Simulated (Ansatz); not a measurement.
## Structures of CuP: which is lowest?

Plane-wave DFT in Ansatz with scalar-relativistic PAW potentials, cutoff 420 eV, Γ-centred meshes chosen by cell and gap, Gaussian smearing with energies taken to zero width. Every cell was relaxed (cell and atoms) in a run of its own, within the symmetry of its start. Functional: PBE.

Relaxed structures (starts from databases or built by putting these elements on another compound's sites):
A. Pm-3m, 2 atoms in the computed cell, a = 3.016 Å; sites (symmetry × multiplicity) Cu m-3m × 1, P m-3m × 1; start: built
B. Fm-3m, 2 atoms in the computed cell, a = 4.845 Å; sites (symmetry × multiplicity) Cu m-3m × 4, P m-3m × 4; start: built
C. P-6m2, 2 atoms in the computed cell, a = 3.734 Å, c = 2.482 Å; sites (symmetry × multiplicity) Cu -6m2 × 1, P -6m2 × 1; start: built
D. F-43m, 2 atoms in the computed cell, a = 5.202 Å; sites (symmetry × multiplicity) Cu -43m × 4, P -43m × 4; start: built
E. P4/mmm, 2 atoms in the computed cell, a = 2.751 Å, c = 3.567 Å; sites (symmetry × multiplicity) Cu 4/mmm × 1, P 4/mmm × 1; start: built

Problem. Rank them by energy. Could pressure change the order?

Solution.
| structure | group | E − E(lowest) (meV/atom) | V (Å³/atom) | gap on mesh (eV) |
| --- | --- | --- | --- | --- |
| C | P-6m2 | 0.0 | 14.99 | 0.00 |
| B | Fm-3m | 112 | 14.22 | 0.00 |
| D | F-43m | 177 | 17.60 | 0.00 |
| E | P4/mmm | 240 | 13.49 | 0.00 |
| A | Pm-3m | 304 | 13.72 | 0.00 |

C is lowest, 112 meV/atom under B. B is denser by 0.77 Å³/atom, so pressure favours it: ΔE/ΔV, with ΔE in eV and 1 eV/Å³ = 160.2 GPa, gives about 23 GPa for equal enthalpy if both cells were rigid; at such pressures compression changes ΔV much, so this is a scale only. Other structures may lie lower than all of these, and vibrations aren't counted.